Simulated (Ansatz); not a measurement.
Ba$_{3}$SiO:
```cif
data_Ba3OSi
_chemical_formula_sum 'Ba3 Si1 O1'
_space_group_name_H-M_alt 'P 1'
_space_group_IT_number 1
_cell_length_a 5.36536
_cell_length_b 5.36536
_cell_length_c 5.36536
_cell_angle_alpha 90.000
_cell_angle_beta 90.000
_cell_angle_gamma 90.000
loop_
_space_group_symop_operation_xyz
  'x, y, z'
loop_
_atom_site_label
_atom_site_type_symbol
_atom_site_fract_x
_atom_site_fract_y
_atom_site_fract_z
_atom_site_occupancy
Ba1 Ba 0.00000 0.50000 0.50000 1
Ba2 Ba 0.50000 0.00000 0.50000 1
Ba3 Ba 0.50000 0.50000 0.00000 1
Si1 Si 0.00000 0.00000 0.00000 1
O1 O 0.50000 0.50000 0.50000 1
```

Relaxed with r²SCAN. r²SCAN in the plane-wave PAW code Ansatz gives no gap.

Question: What gap does HSE06 give on the same cell (Ansatz, PAW)?

Answer: It stays without a gap at the points solved. The hybrid was solved on a coarser mesh and at special points; its gap is the smallest among all of these. On such a mesh it can open a false gap in a semimetal.

| k | v1 r²SCAN | c1 r²SCAN | v1 HSE06 | c1 HSE06 |
|---|---|---|---|---|
| Γ | 0.00 | 0.00 | 0.00 | 0.00 |
| R | -0.40 | 1.00 | [?] | [?] |
| M | -1.39 | 1.89 | [?] | [?] |
| X | -0.87 | 0.47 | [?] | [?] |

Question: Top valence (v1) and lowest conduction level (c1) in eV from each method's valence maximum (which need not be a listed point): supply the withheld HSE06 values.

Answer: 
- M, v1 HSE06: -1.60
- M, c1 HSE06: 2.13
- X, v1 HSE06: -1.02
- X, c1 HSE06: 0.71
- R, v1 HSE06: -0.61
- R, c1 HSE06: 1.09

Cost on shared cores: the r²SCAN run (SCF on a 8×8×8 mesh, then bands and DOS) around 80 core-seconds (rough), the HSE06 run (SCF on 3×3×3, then a few points) around 2.3 core-minutes (rough); the tasks are unlike.

Space group Pm-3m (anti-perovskite). The first step of the workflow began from a Materials Project structure, measured or hypothetical; the Crystallography Open Database copy checked does not list it. Whether it is the stable phase at ambient conditions was not checked. The cell was relaxed with r²SCAN under the symmetry of its start; whether a distortion lowers the energy is not shown. A small band overlap can be real or an error of a semilocal functional. Scalar-relativistic: spin–orbit coupling is off unless named, which matters more the heavier the elements.

Potentials: the later of the program's two PAW sets.
